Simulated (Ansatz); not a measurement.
Pt$_{3}$W:
```yaml
crystal:
  lattice:
    - [3.96878, 0.00000, 0.00000]
    - [0.00000, 3.96878, 0.00000]
    - [0.00000, 0.00000, 3.96878]
  atoms:
    - { symbol: Pt, position: [0.00000, 0.50000, 0.50000] }
    - { symbol: Pt, position: [0.50000, 0.50000, 0.00000] }
    - { symbol: Pt, position: [0.50000, 0.00000, 0.50000] }
    - { symbol: W, position: [0.00000, 0.00000, 0.00000] }
```

Relaxed with PBE. Special points in fractions of this cell's reciprocal vectors: Γ (0.000, 0.000, 0.000); X (0.000, 0.500, 0.000); M (0.500, 0.500, 0.000); R (0.500, 0.500, 0.500).

Q: List the band energies nearest the Fermi level at these points for PBE with spin–orbit coupling in the plane-wave PAW code Ansatz.

A: In eV from the Fermi level; about four levels below and three above (degenerate sets whole), none deeper than 8.9 eV; points with the same levels are listed once.

```json
[
 {"k": "Γ", "below": "-0.30 -0.30 -0.30 -0.30", "above": "0.92 0.92 0.92 0.92"},
 {"k": "X", "below": "-0.35 -0.35 -0.10 -0.10", "above": "0.53 0.53 2.43 2.43"},
 {"k": "M", "below": "-0.39 -0.39 -0.29 -0.29", "above": "0.07 0.07 1.04 1.04"},
 {"k": "R", "below": "-0.65 -0.65 -0.65 -0.65", "above": "0.46 0.46 1.23 1.23 1.23 1.23"}
]
```

Space group Pm-3m (Cu3Au type). The cell is a constructed one: a structure type filled with these elements; neither database checked (COD, Materials Project) lists it. Whether it is the stable phase at ambient conditions was not checked. Symmetry was held in the PBE relaxation; whether a distortion lowers the energy is not shown. The run is not spin-polarised.

Potentials: the earlier of the program's two PAW sets.
